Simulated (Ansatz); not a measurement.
CsPbBr3 (cubic perovskite, Pm-3m) at seven volumes, the program Ansatz at the r²SCAN level (PAW), scaled uniformly. One row is withheld.

| V (Å³/atom) | P (GPa) |
|---|---|
| 38.030 | 2.48 |
| 39.284 | ? |
| 40.538 | 0.69 |
| 41.791 | 0.00 |
| 43.045 | -0.58 |
| 44.299 | -1.07 |
| 45.552 | -1.48 |

### Question
Fit the shown pressures and predict the withheld one.

### Answer
P = (3/2)B₀(x^(7/2) − x^(5/2))[1 + (3/4)(B′ − 4)(x − 1)] with x = (V₀/V)^(2/3). Least squares on the six rows gives V₀ = 41.792 Å³/atom, B₀ = 21.0 GPa, B′ = 4.71. At V = 39.284, x = 1.0421 and P = 1.50 GPa. The run itself gave 1.51 GPa.

This is a known high-temperature phase of the composition, computed here at zero pressure and temperature. Symmetry was held in the r²SCAN relaxation; of distortions, only those at the zone centre were tested. Spin–orbit coupling is left out wherever it is not named.

Potentials: the later of the program's two PAW sets.
